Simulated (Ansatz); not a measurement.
Ni7Ge4:
```
CELL_PARAMETERS angstrom
      3.93584     0.00000     0.00000
     -1.96792     3.40854     0.00000
      0.00000     0.00000     9.93147
ATOMIC_POSITIONS crystal
  Ni 0.00000 0.00000 0.37328
  Ni 0.00000 0.00000 0.62672
  Ni 0.00000 0.00000 0.87892
  Ni 0.00000 0.00000 0.12108
  Ni 0.66667 0.33333 0.50000
  Ni 0.33333 0.66667 0.24453
  Ni 0.33333 0.66667 0.75547
  Ge 0.66667 0.33333 0.24391
  Ge 0.66667 0.33333 0.75609
  Ge 0.33333 0.66667 0.00000
  Ge 0.33333 0.66667 0.50000
```

Relaxed with r²SCAN.

**Question.** Map the electron localisation function on the plane through (0.000, 0.000, 0.373) spanned by u = [0, 0, 1] and v = [1, -1, 0] in lattice vectors, from the program Ansatz at the r²SCAN level (PAW).

**Answer.** x is the fraction of u, y of v (the angle between them is 90°; rows are the nearest grid lines); atoms in the plane: Ni at (0.00, 0.00), Ni at (0.25, 0.00), Ni at (0.51, 0.00), Ni at (0.75, 0.00), Ni at (0.13, 0.67), Ni at (0.87, 0.33), Ni at (0.38, 0.33), Ge at (0.87, 0.67), Ge at (0.38, 0.67), Ge at (0.63, 0.33).
```
y \ x   0.000  0.100  0.175  0.275  0.375  0.450  0.550  0.625  0.725  0.825  0.900   1.00
------  -----  -----  -----  -----  -----  -----  -----  -----  -----  -----  -----  -----
1.00    0.722  0.172  0.214  0.621  0.231  0.330  0.412  0.252  0.611  0.215  0.174  0.722
0.912   0.304  0.203  0.158  0.290  0.284  0.182  0.238  0.293  0.292  0.153  0.204  0.304
0.853   0.164  0.266  0.255  0.169  0.443  0.246  0.166  0.289  0.167  0.342  0.402  0.164
0.765   0.331  0.229  0.202  0.382  0.269  0.372  0.138  0.103  0.199  0.354  0.302  0.331
0.706   0.347  0.470  0.334  0.364  0.011  0.281  0.091  0.032  0.182  0.122  0.036  0.347
0.618   0.338  0.423  0.312  0.364  0.022  0.297  0.093  0.040  0.179  0.157  0.060  0.338
0.529   0.261  0.251  0.235  0.310  0.435  0.456  0.221  0.298  0.226  0.453  0.425  0.261
0.471   0.267  0.428  0.423  0.237  0.257  0.252  0.391  0.331  0.370  0.245  0.245  0.267
0.382   0.351  0.050  0.169  0.210  0.495  0.220  0.366  0.033  0.421  0.318  0.414  0.351
0.294   0.359  0.029  0.136  0.213  0.562  0.233  0.363  0.018  0.422  0.344  0.456  0.359
0.235   0.340  0.295  0.335  0.252  0.242  0.180  0.424  0.271  0.464  0.207  0.225  0.340
0.147   0.161  0.409  0.324  0.163  0.255  0.198  0.239  0.573  0.180  0.239  0.267  0.161
0.0882  0.304  0.207  0.161  0.272  0.272  0.203  0.217  0.362  0.266  0.163  0.202  0.304
0.000   0.722  0.172  0.214  0.621  0.231  0.330  0.412  0.252  0.611  0.215  0.174  0.722
```

The density is the valence pseudo-density with augmentation charge, so density and ELF within about 1 Å of a nucleus are not all-electron values.

Space group P-6m2. The workflow started from a Materials Project entry (that database holds measured and hypothetical structures alike); the Crystallography Open Database copy checked does not list it. Its standing as an ambient phase is unchecked. The cell was relaxed with r²SCAN under the symmetry of its start; its stability against distortions is not shown here. No spin polarisation was allowed.

Potentials: the later of the program's two PAW sets.
